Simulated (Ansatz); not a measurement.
A failing elastic run on Al₃Cu

Level of theory: DFT LDA, scalar-relativistic, plane waves, PAW (Ansatz).

Launched with:
```bash
ansatz run input.yaml --threads 1 --pin off --max-ram 3072MiB --backend cpu --events-out ev --progress --plain --runs-dir out
```

Input (bare energies are in eV):
```yaml
crystal:
  lattice:
    - [2.7610826076, 0.0, 0.0]
    - [0.0, 2.7610826076, 0.0]
    - [0.0, 0.0, 7.4981149741]
  atoms:
    - { symbol: Al, position: [0.0, 0.0, 0.5] }
    - { symbol: Al, position: [0.5, 0.5, 0.2200734768] }
    - { symbol: Al, position: [0.5, 0.5, 0.7799265232] }
    - { symbol: Cu, position: [0.0, 0.0, 0.0] }
basis:
  ecutwfc: 420
kpoints:
  mp_grid: { grid: [16, 16, 6] }
hamiltonian:
  xc: lda
scf:
  occupations: { method: fixed }
  max_iter: 60
output:
  forces: true
  stress: true
  eigenvalues: true
elastic:
  mode: relaxed_ion
  stencil: two_point
```

The program ended with:
```
elastic constants: refused after the reference cell's SCF. The lowest 14 bands at every k-point are filled, with no smearing (scf.occupations.method: fixed, or a scf.occupations.width too small to smear). At k = (-0.500000, -0.500000, 0.000000) (k-index 176) the highest filled band, 10.639500 eV, and the lowest empty band, 10.639500 eV, cannot be told apart: 3.553e-15 eV apart, within the solve's uncertainty, 3.162e-7 eV. If they are one level, only part of it is filled; where a distorted cell splits that level, the result keeps changing however small elastic.amplitude is made. If the two …
```

Q: What in the input causes this, and what does a sound run give?

A: The cause is occupations fixed. With this input instead (crystal left out)
```yaml
basis:
  ecutwfc: 420
kpoints:
  mp_grid: { grid: [16, 16, 6] }
hamiltonian:
  xc: lda
scf:
  occupations: { method: fermi_dirac, width: 0.15 }
output:
  forces: true
  stress: true
  eigenvalues: true
elastic:
  mode: relaxed_ion
  stencil: two_point
```
the run finishes and gives the elastic coefficients (GPa; two-point stencil, strain 0.002 and ions relaxed unless stated):
```json
{"setting": "reference run", "C11": "148.3", "C12": "101.4", "C44": "45.1", "C33": "185.2", "C13": "60.9", "C66": "45.9"}
```
In a metal, frequencies and elastic constants depend on the k mesh and the smearing, soft modes and shear constants most.

Cost: 2 runs of about 11 core-minutes in all, on Arm Neoverse V1 (shared hosts).